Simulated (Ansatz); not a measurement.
Geometry optimisation in Ansatz: input, command and trajectory.

```yaml
crystal:
  lattice:
    - [4.2395085305, 0.0, 0.0]
    - [0.0, 4.6085736752, 0.0]
    - [0.0, 0.0, 2.7820857341]
  atoms:
    - { symbol: Fe, position: [0.2481171185, 0.6531812583, 0.0], spin: 1.59 }
    - { symbol: Fe, position: [0.7518828815, 0.3468187417, 0.0], spin: 1.59 }
    - { symbol: Fe, position: [0.2518828815, 0.1531812583, 0.5], spin: 1.59 }
    - { symbol: Fe, position: [0.7481171185, 0.8468187417, 0.5], spin: 1.59 }
    - { symbol: C, position: [0.0, 0.0, 0.0] }
    - { symbol: C, position: [0.5, 0.5, 0.5] }
basis:
  ecutwfc: 420
kpoints:
  mp_grid: { grid: [8, 8, 12] }
hamiltonian:
  xc: pbesol
scf:
  occupations: { method: gaussian, width: 0.1 }
output:
  forces: true
  stress: true
  eigenvalues: true
  populations: true
magnetization:
  spin_polarized: true
relax:
  adjacent_minimum: "off"
  f_tol: 0.005
  max_steps: 80
  cell: { stress_tol: 0.05 }
```

```bash
ansatz run input.yaml --threads 2 --pin off --max-ram 5120MiB --backend cpu --events-out ev --progress --plain --runs-dir out
```

These are results of DFT PBEsol, scalar-relativistic, plane waves, PAW (Ansatz), not measurements.

Of 4 frames 3 are shown, positions in Å and forces in eV/Å; the SCF threshold varies from step to step. Steps run on the plane waves of an earlier cell, with a Pulay correction in the pressure. The basis is chosen afresh for the last frame, the zero of the energies, and at times for earlier ones too; energy and pressure step there, also at an unchanged geometry.

```xyz
6
Lattice="4.2395 0.0000 0.0000 0.0000 4.6086 0.0000 0.0000 0.0000 2.7821" Properties=species:S:1:pos:R:3:forces:R:3 pbc="T T T" step=1 free_energy_over_end_meV_per_atom=0.05 pressure_GPa=-0.12
Fe    1.0519    3.0102    0.0000   -0.0044    0.0030    0.0000
Fe    3.1876    1.5983    0.0000    0.0044   -0.0030    0.0000
Fe    1.0679    0.7059    1.3910    0.0044    0.0030    0.0000
Fe    3.1716    3.9026    1.3910   -0.0044   -0.0030    0.0000
C     0.0000    0.0000    0.0000    0.0000    0.0000    0.0000
C     2.1198    2.3043    1.3910    0.0000    0.0000    0.0000
6
Lattice="4.2398 0.0000 0.0000 0.0000 4.6051 0.0000 0.0000 0.0000 2.7835" Properties=species:S:1:pos:R:3:forces:R:3 pbc="T T T" step=2 free_energy_over_end_meV_per_atom=0.02 pressure_GPa=-0.09
Fe    1.0522    3.0076    0.0000   -0.0062    0.0026    0.0000
Fe    3.1876    1.5975    0.0000    0.0062   -0.0026    0.0000
Fe    1.0677    0.7051    1.3917    0.0062    0.0026    0.0000
Fe    3.1721    3.9000    1.3917   -0.0062   -0.0026    0.0000
C     0.0000    0.0000    0.0000    0.0000    0.0000    0.0000
C     2.1199    2.3025    1.3917    0.0000    0.0000    0.0000
6
Lattice="4.2410 0.0000 0.0000 0.0000 4.5968 0.0000 0.0000 0.0000 2.7855" Properties=species:S:1:pos:R:3:forces:R:3 pbc="T T T" step=4 free_energy_over_end_meV_per_atom=0.00 pressure_GPa=0.03
Fe    1.0519    3.0010    0.0000    0.0009   -0.0015    0.0000
Fe    3.1891    1.5957    0.0000   -0.0009    0.0015    0.0000
Fe    1.0686    0.7026    1.3928   -0.0009   -0.0015    0.0000
Fe    3.1724    3.8941    1.3928    0.0009    0.0015    0.0000
C     0.0000    0.0000    0.0000    0.0000    0.0000    0.0000
C     2.1205    2.2984    1.3928    0.0000    0.0000    0.0000
```

Time: 4.7 min on 2 threads of Intel(R) Xeon(R) Processor @ 2.50GHz (Skylake/Cascade Lake) (shared host), peak memory 0.93 GiB.

Only parallel moments were tried here.